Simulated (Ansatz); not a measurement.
Total density of states per atom from plane-wave PAW r²SCAN (Ansatz code), in 0.25 eV bins, energy from the Fermi level:

(E (eV), states/eV/atom): (-7.85, 0.23); (-7.60, 0.23); (-7.35, 0.24); (-7.10, 0.24); (-6.85, 0.25); (-6.60, 0.26); (-6.35, 0.26); (-6.10, 0.27); (-5.85, 0.28); (-5.60, 0.29); (-5.35, 0.30); (-5.10, 0.31); (-4.85, 0.34); (-4.60, 0.38); (-4.35, 0.38); (-4.10, 0.38); (-3.85, 0.37); (-3.60, 0.36); (-3.35, 0.35); (-3.10, 0.34); (-2.85, 0.34); (-2.60, 0.33); (-2.35, 0.32); (-2.10, 0.32); (-1.85, 0.31); (-1.60, 0.31); (-1.35, 0.30); (-1.10, 0.25); (-0.85, 0.21); (-0.60, 0.18); (-0.35, 0.17); (-0.10, 0.16); (0.15, 0.03); (0.40, 0.04); (0.65, 0.04); (0.90, 0.06); (1.15, 0.07); (1.40, 0.08); (1.65, 0.09); (1.90, 0.10); (2.15, 0.11); (2.40, 0.13); (2.65, 0.14); (2.90, 0.15); (3.15, 0.18); (3.40, 0.20); (3.65, 0.22); (3.90, 0.25); (4.15, 0.29); (4.40, 0.38); (4.65, 0.41)

Problem. Which compound is it?
A. PbS, rock salt
B. FeO, rock salt
C. InPd, CsCl type
D. SiC, rock salt

Solution. D, SiC, rock salt. Within 0.5 eV of the Fermi level: C 2p 70 %, Si 3s 14 %, Si 3p 8 %. Projections are on Löwdin-orthogonalised atomic valence shells; empty p or d shells of many metals are not among them.

Space group Fm-3m (rock salt). This is a known high-pressure phase of the composition, computed here at zero pressure and temperature. The cell was relaxed with r²SCAN under the symmetry of its start; whether a distortion lowers the energy is not shown. The volume moved by -27 % from the start of the relaxation. Its formation energy is positive at this level, so the cell may be metastable or incomplete.

Potentials: the later of the program's two PAW sets.
